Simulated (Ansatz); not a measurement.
Bi:
Space group P4/nmm, origin choice 1 (No. 129); a = 4.589 Å, b = 4.589 Å, c = 3.266 Å, α = 90.00°, β = 90.00°, γ = 90.00°

| atom | site | symmetry | x | y | z |
|---|---|---|---|---|---|
| Bi | 2c | 4mm | 0.0000 | 0.5000 | 0.4741 |

Relaxed at zero pressure with r²SCAN (plane waves, PAW; program Ansatz).

Q: The volume is lowered by 9 % and shape and atoms relax at that volume. What pressure results, and how do the axes share the change?

A: 5.6 GPa; a -3.4 %, b -3.4 %, c -2.4 %; the energy rises by 51 meV/atom.

Q: Give the new structure.

A: 
Space group P4/nmm, origin choice 1 (No. 129); a = 4.432 Å, b = 4.432 Å, c = 3.186 Å, α = 90.00°, β = 90.00°, γ = 90.00°

| atom | site | symmetry | x | y | z |
|---|---|---|---|---|---|
| Bi | 2c | 4mm | 0.0000 | 0.5000 | 0.4329 |

The phase is kept; no other phase was compared at this pressure.

The first step of the workflow began from a Materials Project structure, measured or hypothetical; the Crystallography Open Database copy checked does not list it. It is not the phase usual at ambient conditions (space group No. 166). The cell was relaxed with r²SCAN under the symmetry of its start; of distortions, only those at the zone centre were tested. Axis ratios of metals converge slowly with the k-mesh, so a and c are less sure than the volume. Spin–orbit coupling is left out wherever it is not named.

Potentials: the later of the program's two PAW sets.
